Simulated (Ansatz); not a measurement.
# Ansatz run on MnSb

System: MnSb, 4 atoms in the cell.

Ansatz input (lattice in Å, positions in fractions of it)
```yaml
crystal:
  lattice:
    - [4.13, 0, 0]
    - [-2.065, 3.57668491763, 0]
    - [0, 0, 5.79]
  atoms:
    - { symbol: Mn, position: [0, 0, 0], spin: 4, spin_axis: [1, 0, 0] }
    - { symbol: Mn, position: [0, 0, 0.5], spin: 4, spin_axis: [1, 0, 0] }
    - { symbol: Sb, position: [0.333333333333, 0.666666666667, 0.25] }
    - { symbol: Sb, position: [0.666666666667, 0.333333333333, 0.75] }
kpoints:
  mp_grid: { grid: [6, 6, 4] }
hamiltonian:
  xc: pbe
  pseudopotentials:
    kind: all_electron
    nuclear_model: point
    lapw: { basis_error: "0.25 meV" }
scf:
  occupations: { method: fermi_dirac, width: 0.1 }
  convergence: { dr2_threshold: "1e-9 eV" }
  max_iter: 300
output:
  forces: true
  stress: true
magnetization:
  noncollinear: true
  spin_orbit: true
```

All numbers below come from PBE with spin–orbit coupling, all-electron LAPW, point nucleus in Ansatz.

What the run gave

- Pressure: -2.68 GPa
- Smearing term TS: 17.4 meV/atom
- Net spin moment: 6.67 μB
- Electrons in bands: 76
- Irreducible k-points: 39
- CPU time: roughly 10 core-minutes on a shared host

Stress tensor in GPa, compression positive:
```
-2.23  0.00  0.00
 0.00 -2.21  0.00
 0.00  0.00 -3.60
```

The k-mesh is modest, so these values aren't fully converged in k. One magnetic order was tried; another may lie lower.
